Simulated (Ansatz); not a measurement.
TiHg:
Space group P4/mmm (No. 123); a = b = 2.9842 Å, c = 4.1104 Å, α = β = γ = 90.00°

| atom | site | symmetry | x | y | z |
|---|---|---|---|---|---|
| Hg | 1a | 4/mmm | 0.0000 | 0.0000 | 0.0000 |
| Ti | 1d | 4/mmm | 0.5000 | 0.5000 | 0.5000 |

Relaxed at zero pressure with plane-wave PAW r²SCAN (Ansatz code).

**Question.** The volume is raised by 3 % and shape and atoms relax at that volume. What pressure results, and how do the axes share the change?

**Answer.** -3.3 GPa; a 1.0 %, b 1.0 %, c 0.9 %; the energy rises by 6 meV/atom.

**Question.** Give the new structure.

**Answer.** 
Space group P4/mmm (No. 123); a = b = 3.015 Å, c = 4.147 Å, α = β = γ = 90.00°

```csv
atom,site,symmetry,x,y,z
Hg,1a,4/mmm,0.0000,0.0000,0.0000
Ti,1d,4/mmm,0.5000,0.5000,0.5000
```

The phase is kept; no other phase was compared at this pressure.

The workflow started from an entry of the Crystallography Open Database (COD). Whether it is the stable phase at ambient conditions was not checked. Symmetry was held in the r²SCAN relaxation; its stability against distortions is not shown here. No spin polarisation was allowed. Axis ratios of metals converge slowly with the k-mesh, so a and c are less sure than the volume. Scalar-relativistic: spin–orbit coupling is off unless named, which matters more the heavier the elements.

Potentials: the later of the program's two PAW sets.
